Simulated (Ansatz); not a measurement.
Sr3P4 in space group Fdd2 (No. 43; Sr on 16b, Sr on 8a, P on 16b, P on 16b), DFT-PBEsol in the program Ansatz with PAW potentials. The conduction-band minimum lies at Γ, with 1 equivalent valley. Second derivatives d²E/dk² of the lowest band at one valley (eV·Å²), along Cartesian directions:

```csv
direction,d²E/dk²
[100],20.26
[010],6.623
[001],4.198
[110],13.46
[101],12.24
[011],5.408
```

Problem. Find the principal effective masses, the density-of-states mass and the conductivity mass.

Solution. Off-diagonal terms follow from H_xy = H[110] − (H_xx + H_yy)/2, and m*/mₑ = 7.620 eV·Å² over each eigenvalue: 0.38, 1.2, 1.8. One valley's DOS mass (m₁m₂m₃)^(1/3) = 0.92, conductivity mass 3/(Σ 1/mᵢ) = 0.74 mₑ.

Problem. What effective density of states Nc follows at 300 K for parabolic valleys?

Solution. Nc = 2.509e19 × 1 × (0.92)^(3/2) ≈ 2.2e19 cm⁻³.

The first step of the workflow began from a Materials Project structure, measured or hypothetical; the Crystallography Open Database files this formula in space group No. 43, but the cells were not matched. Whether it is the stable phase at ambient conditions was not checked. Symmetry was held in the PBEsol relaxation; whether a distortion lowers the energy is not shown. Spin–orbit coupling is left out wherever it is not named.

Potentials: the later of the program's two PAW sets.

Edges and masses are those of Kohn–Sham bands, whose gap is no quasiparticle gap.
